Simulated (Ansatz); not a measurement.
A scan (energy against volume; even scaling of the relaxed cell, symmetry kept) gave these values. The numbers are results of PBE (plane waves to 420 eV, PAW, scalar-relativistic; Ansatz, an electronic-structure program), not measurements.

Bulk modulus B₀ (third-order Birch-Murnaghan fit): 163 GPa
Pressure derivative B₀′ (fit): 4.5
Equilibrium volume of the fit: 12.99 Å³/atom

Task: Of these crystals, all scanned alike, which one is it?
A) BaTiO₃ (cubic perovskite)
B) CdTe (zinc blende)
C) AlAs (zinc blende)
D) InAs (zinc blende)

Result: A, BaTiO₃ (cubic perovskite). The others have, for the bulk modulus: CdTe 35.0 GPa, AlAs 67.1 GPa, InAs 48.3 GPa

All were relaxed with their symmetry unable to fall. At this level the bands of InAs touch or barely overlap; measurements give the solid a gap. BaTiO3 is run without spin polarisation. Spin-orbit coupling is left out. The PAW data are Ansatz's earlier set. This is a high-temperature form of BaTiO3.

(A scan under strain: stresses follow from slopes of the energy per volume, elastic moduli from its curvatures.)
